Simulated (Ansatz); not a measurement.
Sensitivity of the gradients in WS2 with phosphorus replacing W to the input

This input was run with Ansatz:

```yaml
crystal:
  lattice:
    - [6.36, 0.0, 0.0]
    - [-3.18, 5.507921568, 0.0]
    - [0.0, 0.0, 12.5]
  atoms:
    - { symbol: P, position: [0.1666666666, 0.3333333334, 0.25] }
    - { symbol: W, position: [0.1666666666, 0.8333333334, 0.25] }
    - { symbol: W, position: [0.6666666666, 0.3333333334, 0.25] }
    - { symbol: W, position: [0.6666666666, 0.8333333334, 0.25] }
    - { symbol: W, position: [0.3333333334, 0.1666666666, 0.75] }
    - { symbol: W, position: [0.3333333334, 0.6666666666, 0.75] }
    - { symbol: W, position: [0.8333333334, 0.1666666666, 0.75] }
    - { symbol: W, position: [0.8333333334, 0.6666666666, 0.75] }
    - { symbol: S, position: [0.1666666666, 0.3333333334, 0.625] }
    - { symbol: S, position: [0.1666666666, 0.8333333334, 0.625] }
    - { symbol: S, position: [0.6666666666, 0.3333333334, 0.625] }
    - { symbol: S, position: [0.6666666666, 0.8333333334, 0.625] }
    - { symbol: S, position: [0.3333333334, 0.1666666666, 0.125] }
    - { symbol: S, position: [0.3333333334, 0.6666666666, 0.125] }
    - { symbol: S, position: [0.8333333334, 0.1666666666, 0.125] }
    - { symbol: S, position: [0.8333333334, 0.6666666666, 0.125] }
    - { symbol: S, position: [0.1666666666, 0.3333333334, 0.875] }
    - { symbol: S, position: [0.1666666666, 0.8333333334, 0.875] }
    - { symbol: S, position: [0.6666666666, 0.3333333334, 0.875] }
    - { symbol: S, position: [0.6666666666, 0.8333333334, 0.875] }
    - { symbol: S, position: [0.3333333334, 0.1666666666, 0.375] }
    - { symbol: S, position: [0.3333333334, 0.6666666666, 0.375] }
    - { symbol: S, position: [0.8333333334, 0.1666666666, 0.375] }
    - { symbol: S, position: [0.8333333334, 0.6666666666, 0.375] }
total_charge: 1
kpoints:
  mp_grid: { grid: [4, 4, 2] }
scf:
  occupations: { method: fermi_dirac, width: 0.01 }
  max_iter: 60
hamiltonian:
  xc: pbe
  pseudopotentials: { kind: paw }
output:
  forces: true
  stress: true
  populations: true
  efg: { quadrupole_moments_barn: { S: -0.0694 }, contact_densities: true }
basis:
  ecutrho_ratio: 2
```

It converged. Of its output the block on the nuclei alone is shown, without the SCF iterations, energies, forces and stress (one atom of each set):

```
--- PAW observables at the nuclei: V_zz in 10²¹ V/m², potentials from the cell's mean, atoms counted from 1 ---
  atom   1  P  V_zz =    -1.440125   η = 0.0000   by run symmetry: allowed
            electrostatic potential = -1495.775014 V   contact ρ = 16038.556109 e/Å³
  atom   2  W  V_zz =   -24.328944   η = 0.1108   by run symmetry: allowed
            electrostatic potential = -14804.564530 V   contact ρ = 8822002.904264 e/Å³
  atom   5  W  V_zz =   -16.010368   η = 0.0043   by run symmetry: allowed
            electrostatic potential = -14804.754075 V   contact ρ = 8821987.411230 e/Å³
  atom   8  W  V_zz =   -15.657444   η = 0.0000   by run symmetry: allowed
            electrostatic potential = -14804.749610 V   contact ρ = 8821987.111897 e/Å³
  atom   9  S  V_zz =    -4.337580   η = 0.0000   by run symmetry: allowed   C_q = +7.2788 MHz
            electrostatic potential = -1637.460683 V   contact ρ = 19770.770093 e/Å³
  atom  10  S  V_zz =    -4.134986   η = 0.0043   by run symmetry: allowed   C_q = +6.9389 MHz
            electrostatic potential = -1637.440143 V   contact ρ = 19770.634857 e/Å³
  atom  13  S  V_zz =    +4.496264   η = 0.9806   by run symmetry: allowed   C_q = -7.5451 MHz
            electrostatic potential = -1637.364528 V   contact ρ = 19772.569269 e/Å³
  atom  16  S  V_zz =    -5.716019   η = 0.0000   by run symmetry: allowed   C_q = +9.5920 MHz
            electrostatic potential = -1637.073583 V   contact ρ = 19771.419557 e/Å³
```

(1) Can these gradients be trusted, and how do they compare with a run on standard settings?

Results:

(1) They agree with the standard run. Against the standard input the change is `basis.ecutrho_ratio`: not typed → 2; `scf.max_iter`: not typed → 60. A site carries the number of its first atom; V_zz in 10²¹ V/m².

```csv
site,atom,V_zz standard,η standard,V_zz here,η here
P,1,-1.44,0.00,-1.44,0.00
W2,2,-24.3,0.11,-24.3,0.11
W5,5,-16.00,0.00,-16.01,0.00
W8,8,-15.65,0.00,-15.66,0.00
S9,9,-4.34,0.00,-4.34,0.00
S10,10,-4.14,0.00,-4.13,0.00
S13,13,4.49,0.98,4.50,0.98
S16,16,-5.72,0.00,-5.72,0.00
```

No V_zz moves by more than 0.01. SCF iterations: 13 and 14. New warnings: cutoff below recommended. The changed input holds a density cutoff far too low, which doesn't reach the result here.

On the reference run: The run isn't spin-polarised, and a state with spin may lie lower. The defect repeats with the cell of 24 atoms, so it feels its images: sites between two images don't show the values beside a lone defect, and zeros or small values of η there can come from the images' arrangement. S and W carry a gradient in the pure host already, so the values there aren't the defect's effect alone. A uniform background compensates the cell's charge. The defect cell has no gap above 0.1 eV on its mesh, so the values can hang on the smearing and the k-mesh. Without spin–orbit coupling the gradients at and beside W can be off by some per cent, at some sites by more. The neighbours have not yet relaxed around the defect (largest force 0.72 eV/Å), so a real crystal will differ.
